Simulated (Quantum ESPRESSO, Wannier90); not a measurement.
Wannierisation of RbPbF$_{3}$ (cubic perovskite)

```xyz
5
Lattice="4.8617 0.0000 0.0000 0.0000 4.8617 0.0000 0.0000 0.0000 4.8617" Properties=species:S:1:pos:R:3 pbc="T T T"
Rb     0.0000     0.0000     0.0000
Pb     2.4309     2.4309     2.4309
F      0.0000     2.4309     2.4309
F      2.4309     0.0000     2.4309
F      2.4309     2.4309     0.0000
```

Structure: Materials Project mp-21043, symmetrised, not relaxed again. Not found in the COD (Crystallography Open Database) copy used; not checked further. Method: PBEsol plane waves in Quantum ESPRESSO 7.5 (PseudoDojo norm-conserving files, 68 Ry, no spin polarisation, no spin-orbit coupling), Bloch states on a 6×6×6 mesh through Γ, Wannier90 4.0.1. Density: 6×6×6 mesh, cold smearing 0.01 Ry. Spin-orbit coupling is left out although heavy elements are present.

A tight-binding model is made by disentanglement and projection with no localisation steps (num_iter = 0), so the 17 orbitals stay atom-like: hydrogen-like Rb: s; Pb: s;p; F: s;p, axes along x, y, z; frozen window up to 4.50 eV relative to the valence-band maximum. It follows pw.x to 3.0 meV rms for states up to 4.0 eV relative to the valence-band maximum. Matrix elements depend on this choice of orbitals and windows. Bands 5–9 (Pb 5d 99 %), 10–12 (Rb 4p 99 %) lie between the kept ones and are excluded.

Problem. What are the on-site energies relative to the valence-band maximum, and how fast do the hoppings decay?

Solution. 
| atom | orbitals | energy (eV) |
|---|---|---|
| Rb1 | s | 4.93 |
| Pb2 | s | -4.58 |
| Pb2 | pz px py | 4.48 |
| F3 | s | -21.75 |
| F3 | pz py | -3.47 |
| F3 | px | -4.14 |
| F4 | s | -21.75 |
| F4 | pz px | -3.47 |
| F4 | py | -4.14 |
| F5 | s | -21.75 |
| F5 | pz | -4.14 |
| F5 | px py | -3.47 |

```json
[
 {"distance of the centres (Å)": "2–3", "largest modulus (eV)": "1.3"},
 {"distance of the centres (Å)": "3–4", "largest modulus (eV)": "1.1"},
 {"distance of the centres (Å)": "4–5", "largest modulus (eV)": "0.46"},
 {"distance of the centres (Å)": "5–6", "largest modulus (eV)": "0.100"},
 {"distance of the centres (Å)": "6–7", "largest modulus (eV)": "0.068"},
 {"distance of the centres (Å)": "7–8", "largest modulus (eV)": "0.070"},
 {"distance of the centres (Å)": "8–9", "largest modulus (eV)": "0.020"},
 {"distance of the centres (Å)": "9–10", "largest modulus (eV)": "0.049"},
 {"distance of the centres (Å)": "10–11", "largest modulus (eV)": "0.015"},
 {"distance of the centres (Å)": "11–12", "largest modulus (eV)": "0.0076"},
 {"distance of the centres (Å)": "12–13", "largest modulus (eV)": "0.028"}
]
```
